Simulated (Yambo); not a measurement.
Ba$_{2}$SrWO$_{6}$ (space group C2/m, No. 12); a = b = 6.1155 Å, c = 6.2143 Å, α = β = 119.69°, γ = 60.09°. With the G0W0 scissor the direct gap on the mesh is 4.50 eV. Axes are Cartesian, with cell vectors (Å) (5.29, -3.06, 0.00), (5.29, 3.06, 0.00), (-3.56, 0.00, 5.10).

Question: Can the lowest exciton of this BSE run be trusted, and with what binding energy? (Yambo, PBEsol bands; 4×4×4 mesh, 15 valence and 9 conduction bands, static screening with 101 bands and a 3 Ry block, scissor 1.64 eV, Tamm-Dancoff.)

Answer: The mesh holds a bound state, but the numbers are provisional. These are vertical excitations (zero momentum); the indirect quasiparticle gap, about 4.38 eV, is smaller than the direct one (4.50 eV on the GW mesh). The lowest state lies at 3.58 eV (dark for light along x), the direct quasiparticle gap on this mesh at 4.50 eV. Its binding energy, counted from that gap, is 0.92 eV; it spreads over about 59 k points of the mesh. Convergence with the mesh was not shown. The first optically allowed state is at 3.94 eV. The scissor comes from a G0W0 run whose convergence isn't established. Without spin-orbit coupling, band edges of such heavy elements can be off by tenths of an eV.

Geometry of the Materials Project entry, not relaxed at this level.

The structure is a Materials Project entry; no match was found in the copy of COD used, and its stability was not checked.
